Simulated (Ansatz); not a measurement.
## Phonons of ZnS (F-43m)

```
CELL_PARAMETERS angstrom
0.00000 2.64847 2.64847
2.64847 0.00000 2.64847
2.64847 2.64847 0.00000
ATOMIC_POSITIONS crystal
Zn 0.75000 0.75000 0.75000
S 0.00000 0.00000 0.00000
```

Level of theory, where no other is named: LDA, all-electron LAPW in Ansatz 0.2.0, scalar-relativistic. k mesh 6×6×6, fixed occupations, basis error target 0.5 meV/atom. The cell was relaxed by PAW under this functional, which moved its volume by -6 % from the database entry's.

Atoms are displaced by 0.01 Å in the smallest supercells that hold the wave vectors of a 2×2×2 mesh. Negative values stand for unstable modes. The zone centre has no LO-TO term.

Question: What are the phonon energies at the solved wave vectors, in THz?

Answer: 

```json
{"q": "0.000 0.000 0.000", "point": "Gamma", "modes (THz)": "8.73 (×3)"}
{"q": "0.500 0.000 0.000", "point": "L", "modes (THz)": "2.13 (×2), 6.01, 9.16 (×2), 10.39"}
{"q": "0.500 0.500 0.000", "point": "X", "modes (THz)": "2.77 (×2), 6.52, 9.73 (×2), 10.03"}
```

Question: Is the structure dynamically stable at these wave vectors?

Answer: Yes, no mode is unstable there; wave vectors off this mesh aren't tested.

Question: How do the optical zone-centre modes decompose, and which are active?

Answer: Point group -43m: Γ_opt = T2.

```
label   THz      activity    mostly
   T2  8.73  IR and Raman  S (67 %)
```

Question: How well do frozen-core PAW files reproduce these all-electron values?

Answer: With a cutoff of 420 eV and displacements of 0.0025 Å, the r.m.s. difference over the modes is 0.1 cm⁻¹; the largest difference is 291.0 (PAW) against 291.3 cm⁻¹ (LAPW).

Question: The cell is scaled evenly to 36.040 and 38.269 Å³ (from 37.155), with free atoms relaxed and the shape held. What are the mode Grüneisen parameters γ = −d ln ω/d ln V?

Answer: For the highest mode, 362.0 cm⁻¹ in the small cell and 332.2 in the large one give γ ≈ 1.43. From the change of the dynamical matrix on each mode:

```tsv
point	cm⁻¹	γ
Gamma	291.3	1.74
L	71.1	-1.40
L	200.4	0.86
L	305.6	1.80
L	346.6	1.44
X	92.4	-1.05
X	217.6	1.13
X	324.5	1.77
X	334.7	1.34
```

Weighted by the modes' heat capacities at 300 K, the mean on this mesh is 0.55; it moves with the q mesh, and a coarse one overweights the zone boundary. Rows under −0.05 (2 here) are modes that soften under compression and pull towards negative thermal expansion.

Question: Linear response on PAW files adds the field. What are the dielectric tensor, the Born charges and the LO shift?

Answer: ε∞ = (6.18, 6.18, 6.18) along x, y, z with local fields. Born charges (xx, yy, zz): Zn1 (1.90, 1.90, 1.90); S2 (-1.90, -1.90, -1.90). The highest zone-centre mode lies at 291.0 cm⁻¹ without the macroscopic field and at 347.5 cm⁻¹ with it, for q along x. Lyddane-Sachs-Teller then gives ε₀ = ε∞ (ω_LO/ω_TO)² = 8.82. With the ions free to follow the field, the program's ε₀ is (8.82, 8.82, 8.82).

Caveats: the frozen-core PAW files of the compared runs were fitted under PBE, their cores solved anew for this functional; field response not resolved by the mesh; semilocal gaps are low, and ε∞ tends to come out large.
